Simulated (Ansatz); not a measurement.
# KRu2P2: pressure against volume

KRu2P2, I4/mmm, a = 4.020 Å, c = 12.500 Å. The structure is a Materials Project entry; whether it is the stable form wasn't checked. Ansatz: r2SCAN, PAW, 500 eV, Γ-centred 12×12×12 mesh on 5 atoms, Gaussian smearing 0.10 eV; no spin polarisation. Shape and atoms are relaxed at each volume; pressure is positive in compression.

| V (Å³/atom) | P (GPa) |
| --- | --- |
| 17.778 | 6.47 |
| 18.384 | 4.53 |
| 18.990 | ? |
| 19.596 | 1.35 |
| 20.203 | -0.01 |
| 20.809 | -1.15 |
| 21.415 | -2.17 |
| 22.223 | -3.30 |

Question: Take V0 = 20.203 Å³/atom, count pressures from its P0 = -0.01 GPa, fit the third-order Birch–Murnaghan form to the other rows, and predict the missing pressure.

Answer: With the Eulerian strain f = ½[(V0/V)^(2/3) − 1] and y = (P − P0)/[3f(1 + 2f)^(5/2)], the form is the line y = B0 + 1.5 B0 (B0′ − 4) f. Rows (f, y): 0.04449, 39.2; 0.03246, 39.8; 0.01027, 42.0; -0.00976, 40.9; -0.01905, 41.6; -0.03078, 41.8. Means f = 0.004605, y = 40.883; Σ(Δf)² = 0.004417, ΣΔfΔy = -0.1406; the slope is their ratio. y = 41.03 − 31.84 f GPa, so B0 = 41.0 GPa and B0′ = 4 + 2 × (-31.84)/(3 × 41.03) = 3.48. At V = 18.990, f = 0.02107, y = 40.36 and P = 2.82 GPa. The run gave 2.85 GPa, so the fit is 0.03 GPa too low, within the rms miss on the fitted rows (0.03 GPa).

Cost: 8 runs of about 15 core-minutes in all, on Intel Xeon 6975P-C (Granite Rapids) (shared hosts).